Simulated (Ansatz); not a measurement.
Relaxed CdS (zinc blende):

```
CdS
1.0
    0.00000     2.93890     2.93890
    2.93890     0.00000     2.93890
    2.93890     2.93890     0.00000
S Cd
1 1
Cartesian
  4.40835   4.40835   4.40835
  0.00000   0.00000   0.00000
```

These are r2SCAN (plane waves to 500 eV, PAW, scalar-relativistic; Ansatz, an electronic-structure program) values and carry that method's errors. k mesh 8×8×8 (Γ-centred), Fermi-Dirac smearing 0.05 eV. CdS was relaxed with its symmetry unable to fall.

One atom of the cell was then moved (with its periodic images), all else fixed, and the forces (eV/Å) came out as:

```tsv
atom	Fx	Fy	Fz
S1	0.238	0.000	0.000
Cd2	-0.238	0.000	0.000
```

With two atoms only their relative shift counts; take Cd2 as fixed.

Task: Which atom was moved, and by which vector (Å)?

Result: S1, by (-0.05, 0.00, 0.00), 0.05 Å in all.

(A displaced cell: forces are minus the slopes of the energy, force constants its curvatures, and phonons follow from these.)
